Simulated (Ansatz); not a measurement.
HfO₂ (fluorite)

```yaml
crystal:
  lattice:
    - [0.00000, 2.52227, 2.52227]
    - [2.52227, 0.00000, 2.52227]
    - [2.52227, 2.52227, 0.00000]
  atoms:
    - { symbol: Hf, position: [0.00000, 0.00000, 0.00000] }
    - { symbol: O, position: [0.25000, 0.25000, 0.25000] }
    - { symbol: O, position: [0.75000, 0.75000, 0.75000] }
```

The slice is a {110} plane (indices of the conventional cell) through the point (0.000, 0.000, 0.000) (fractional), spanned by u = [100] and v = [1 -1 -1] in vectors of this cell: u (3.57 Å) and v (5.04 Å, at 90° to u). It covers one period; positions are fractions (u, v).

Method: PBEsol (plane waves to 420 eV, PAW, scalar-relativistic; Ansatz, a quantum-chemistry and plane-wave program). k mesh 11×11×11. These are valence fields of a PAW run, semicore shells included where kept as valence: close to a nucleus they are smooth pseudo fields. HfO2 is run without spin polarisation. HfO2 was relaxed with its symmetry unable to fall. Spin-orbit coupling is left out, though Hf is heavy. The PAW data are Ansatz's earlier set. This is a high-temperature form of HfO2.

Problem. Around which element is the density of the lowest conduction band (whole band as if filled, smooth part) largest on this plane?

Solution. Hf. Mean over a disc round each atom, of radius 0.45 times the shortest bond: Hf 0.146, O 0.030 e/Å³.

Problem. Around which element is the density of the highest valence band (whole band, smooth part) largest on this plane?

Solution. O. Mean over a disc round each atom, of radius 0.45 times the shortest bond: O 0.164, Hf 0.016 e/Å³.

Problem. What is the valence density on the shortest Hf–O line in this plane (2.18 Å), at its minimum between the atoms?

Solution. 0.55 e/Å³.

Problem. Predict the map of the electrostatic potential energy of an electron, from the cell's mean on the slice.

Solution. 
```
|xxxxxxxxxxxx000011557788887744000000xxxxxxxxxx|
|xxxxxxxxxxxx000011446677776644110000xxxxxxxxxx|
|xxxxxxxxxx00000022xxxxxxxxxxxx22000000xxxxxxxx|
|xxxxxxxxxx000000xxxxxxxxxxxxxxxx000000xxxxxxxx|
|xxxxxx00000000xxxxxxxxxxxxxxxxxxxx00000000xxxx|
|00000000000022xxxxxxxxxxxxxxxxxxxx220000000000|
|000000001122xxxxxxxxxxxxxxxxxxxxxxxx2211000000|
|000011334455xxxxxxxxxxxxxxxxxxxxxxxx5544331100|
|444455556677xxxxxxxxxxxxxxxxxxxxxxxx7777555544|
|66667777888888xxxxxxxxxxxxxxxxxxxx888888777766|
|88888888999988xxxxxxxxxxxxxxxxxxxx889999888888|
|9999999999999988xxxxxxxxxxxxxxxx88999999999999|
|999999999999999988xxxxxxxxxxxx8888999999999999|
|9999999999999999888877777777888899999999999999|
|9999999999999999888888888888888899999999999999|
|9999999999999999888888888888888899999999999999|
|9999999999999999888888888888888899999999999999|
|9999999999999999888877777777888899999999999999|
|999999999999998888xxxxxxxxxxxx8899999999999999|
|9999999999999988xxxxxxxxxxxxxxxx88999999999999|
|88888888999988xxxxxxxxxxxxxxxxxxxx889999888888|
|66667777888888xxxxxxxxxxxxxxxxxxxx888888777766|
|444455557777xxxxxxxxxxxxxxxxxxxxxxxx7766555544|
|000011334455xxxxxxxxxxxxxxxxxxxxxxxx5544331100|
|000000001122xxxxxxxxxxxxxxxxxxxxxxxx2211000000|
|00000000000022xxxxxxxxxxxxxxxxxxxx220000000000|
|xxxxxx00000000xxxxxxxxxxxxxxxxxxxx00000000xxxx|
|xxxxxxxxxx000000xxxxxxxxxxxxxxxx000000xxxxxxxx|
|xxxxxxxxxx00000022xxxxxxxxxxxx22000000xxxxxxxx|
|xxxxxxxxxxxx000011446677776644110000xxxxxxxxxx|
|xxxxxxxxxxxx000000447788887755110000xxxxxxxxxx|
|xxxxxxxxxxxx000000447788887744000000xxxxxxxxxx|
```
Scale: ten equal steps from 2.00 (start of '0') to 10.14 (end of '9'), in the order '0123456789'. Values: electrostatic potential energy of an electron, from the cell's mean, in eV. The map has 23 points along u (two characters each, u = 0 at the left) and 32 along v (v = 0 in the bottom row). Points within 0.9 Å of a nucleus are blanked (x), as the pseudised field means little there. Values under 2 eV are set to 2. The zero, the cell's mean, hangs on the PAW cores.
